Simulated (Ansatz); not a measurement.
This guess for RuC₄ is about to be relaxed.

```
Ru C
1.0
     3.83676    0.00000    0.00000
    -1.91838    3.32273    0.00000
     0.00000    0.00000    3.81738
Ru C
1 4
Cartesian
  0.0000 0.0000 1.9087
  1.9184 0.0000 0.0000
  -0.9592 1.6614 0.0000
  0.9592 1.6614 0.0000
  0.0000 0.0000 0.0000
```

All numbers below come from Ansatz, DFT PBE, scalar-relativistic, plane waves, PAW. Cutoff 420 eV, Gaussian smearing, Γ-centred meshes. Cell and atoms relax first on a coarse mesh and then on a finer one. In between, the cell is made exact in the group found at 0.06 Å. In metals the finer mesh still leaves noise of several meV/atom or more. The steps can't lower the symmetry of their start. No spin polarisation in the relaxation; trial moments died out in a coarse test.

A guess keeps its type if space group and coordination stay and the shape of the cell changes little (axis ratios within about 15 %, angles within 6°); the volume may change.

Q: Will the relaxed cell still be of the starting type?

A: It keeps its type. The symmetry stays P6/mmm (No. 191). The volume per atom grows by 1.6 %, from 9.7 to 9.9 Å³. The shortest distance goes from 1.91 Å (Ru–C) to 1.90 Å (C–C). The ratio c/a of the conventional cell changes by a factor of 1.04. Counting neighbours within 15 % of an atom's shortest distance, the start has C 6/8, Ru 2 and the end C 6/8, Ru 2.

The last run used a 12×12×10 mesh (in the run's order of axes) for its 5-atom cell and Gaussian smearing of 0.10 eV. Symmetry constrained the relaxation, so the result can be a saddle point. Another cell of RuC4 relaxed alike, in P-3m1, lies 2.75 eV/atom lower, so this cell isn't the stable form at this level.

In counts of neighbours, a slash parts the counts of unlike sites.
